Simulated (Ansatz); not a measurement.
# Profile along the Tl–Tl line in Tl (hcp, Mg type)

Tl (hcp, Mg type), conventional cell a = b = 3.5207 Å, c = 5.6025 Å, α = β = 90.00°, γ = 120.00°. The calculation uses the primitive cell of 2 atoms, to which meshes and values per cell refer.

Fields along a shortest Tl–Tl line of a (1 -1 0 0) plane (3.52 Å), from Tl to Tl, interpolated on the slice's grid (step about 0.2 Å). The numbers are results of r2SCAN (plane waves to 500 eV, PAW, scalar-relativistic; Ansatz, an electronic-structure program), not measurements. k mesh 15×15×9. These are valence fields of a PAW run, semicore shells included where kept as valence: close to a nucleus they are smooth pseudo fields. Spin-orbit coupling is left out, though Tl is heavy. The PAW data are Ansatz's earlier set. Tl was relaxed with its symmetry unable to fall.

```csv
distance from Tl (Å),valence electron density (e/Å³),electron localisation function
0.00,7.05,x
0.18,6.43,x
0.35,5.09,x
0.53,3.66,0.13
0.70,2.30,0.31
0.88,1.19,0.42
1.06,0.55,0.40
1.23,0.28,0.33
1.41,0.16,0.26
1.58,0.11,0.18
1.76,0.10,0.14
1.94,0.11,0.18
2.11,0.16,0.26
2.29,0.28,0.33
2.46,0.55,0.40
2.64,1.19,0.42
2.82,2.30,0.31
2.99,3.66,0.13
3.17,5.09,x
3.34,6.43,x
3.52,7.05,x
```

x: too close to a nucleus for the ELF to mean much.

Density on the Tl–Tl line (3.52 Å) at its midpoint: 0.10 e/Å³. ELF at that point: 0.14.
